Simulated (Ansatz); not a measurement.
## Fields on a plane of CdS (wurtzite)

```
CdS
1.0
    4.16433     0.00000     0.00000
   -2.08216     3.60641     0.00000
    0.00000     0.00000     6.76883
Cd S
2 2
Cartesian
  2.08216   1.20214   0.00665
  0.00000   2.40428   3.39107
  2.08216   1.20214   4.22522
  0.00000   2.40428   0.84080
```

The slice is a (1 -1 0 0) plane (indices of the conventional cell) through the point (0.667, 0.333, 0.624) (fractional), spanned by u = [110] and v = [001] in vectors of this cell: u (4.16 Å) and v (6.77 Å, at 90° to u). It covers one period; positions are fractions (u, v).

Atoms on it: Cd at (0.00, 0.38); S at (0.00, 0.00).

Computed with r2SCAN (plane waves to 500 eV, PAW, scalar-relativistic; Ansatz, an electronic-structure program). k mesh 9×9×5. Near the nuclei the fields are pseudised (PAW); where an atom keeps semicore shells as valence, they peak there. CdS was relaxed with its symmetry unable to fall. The PAW data are Ansatz's earlier set.

```
|xxxx%%@@%%--........--%%@@%%xx|
|**%%@@@@##::........::##@@@@%%|
|@@@@@@%%==............==%%@@@@|
|%%%%##++::............::++##%%|
|++++==::................::==++|
|......        ....        ....|
|              ....            |
|          ..::::::::..        |
|        ..--==++++==--..      |
|....  ..::==********==::..  ..|
|::::....::++########++::....::|
|----::..::++########++::..::--|
|++==--::..--########--..::--==|
|xxxx==::..::++####++::..::==xx|
|xxxx++--....--++++--....--++xx|
|xxxx==--....::----::....--==xx|
|++==--::....  ....  ....::--==|
|::::::....            ....::::|
|..........            ........|
|####**++--..        ..--++**##|
|@@@@@@%%**--        --**%%@@@@|
|%%%%@@@@##==..    ..==##@@@@%%|
|xxxx%%@@%%++..    ..++%%@@%%xx|
|xxxx##@@%%++..    ..++%%@@##xx|
```
Scale: ten equal steps from 0.02 (start of ' ') to 0.89 (end of '@'), in the order ' .:-=+*#%@'. Values: electron localisation function (ELF). The map has 15 points along u (two characters each, u = 0 at the left) and 24 along v (v = 0 in the bottom row). Points within 0.5 Å of a nucleus are blanked (x), as the pseudised field means little there.

```
|xxxx46544564xxx|
|xxx0554334550xx|
|xx056532235650x|
|457776433467775|
|899987544578999|
|999988766788999|
|999999888899999|
|999999999999999|
|888999999999988|
|567889888898876|
|003578777787530|
|xx015776677510x|
|xxxx36766763xxx|
|xxxx05777750xxx|
|xxxx05888850xxx|
|xxxx06899860xxx|
|xxx0378998730xx|
|xx015899998510x|
|003679999997630|
|235789999998753|
|xx058999999850x|
|xxx0799999970xx|
|xxxx48888884xxx|
|xxxx37766773xxx|
```
Scale: ten equal steps from -2.00 (start of '0') to 6.25 (end of '9'), in the order '0123456789'. Values: electrostatic potential energy of an electron, from the cell's mean, in eV. The map has 15 points along u (one character each, u = 0 at the left) and 24 along v (v = 0 in the bottom row). Points within 1 Å of a nucleus are blanked (x), as the pseudised field means little there. Values under -2 eV are set to -2. The zero, the cell's mean, hangs on the PAW cores.

| Item | Value |
|---|---|
| Density on the Cd–S line (2.55 Å) at its density minimum, 1.2 Å from Cd | 0.39 e/Å³ |
| ELF at that point | 0.3 |
| Element round which the density of the highest valence band (whole band, smooth part) is largest on this plane | S |
